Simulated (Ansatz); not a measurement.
A distorted cell of MnSi (FeSi type, space group P2_13):

```xyz
8
Lattice="4.6277 0.0000 0.0000 0.0000 4.6277 0.0000 0.0000 0.0000 4.6277" Properties=species:S:1:pos:R:3 pbc="T T T"
Mn     0.6383     0.6383     0.6383
Mn     2.9522     1.6755     3.9893
Mn     3.9893     2.9522     1.6755
Mn     1.6755     3.9893     2.9522
Si     3.9091     3.9091     3.9091
Si     1.5953     3.0324     0.7186
Si     0.7186     1.5953     3.0324
Si     3.0324     0.7186     1.5953
```

The numbers are results of r2SCAN (plane waves to 500 eV, PAW, scalar-relativistic; Ansatz, a first-principles code), not measurements. k mesh 10×10×10 (Γ-centred), Fermi-Dirac smearing 0.05 eV. Energies are smeared free energies. Stress and pressure are positive under compression. MnSi was relaxed with its symmetry unable to fall. Relaxed MnSi ends ferromagnetic. The PAW data are Ansatz's earlier set. The magnetic order is the one the run started from; other orders were not tried.

### Question
What is the stress tensor (GPa)?

### Answer
```
   -7.1      0.0      0.0
    0.0     -7.1      0.0
    0.0      0.0     -7.1
```
The pressure, a third of the trace, is -7.1 GPa.

### Question
It is the relaxed cell scaled evenly to V/V₀ = 1.045, atoms relaxed where free. What is its energy relative to the relaxed cell?

### Answer
12 meV/atom.

(A scan under strain: stresses follow from slopes of the energy per volume, elastic moduli from its curvatures.)
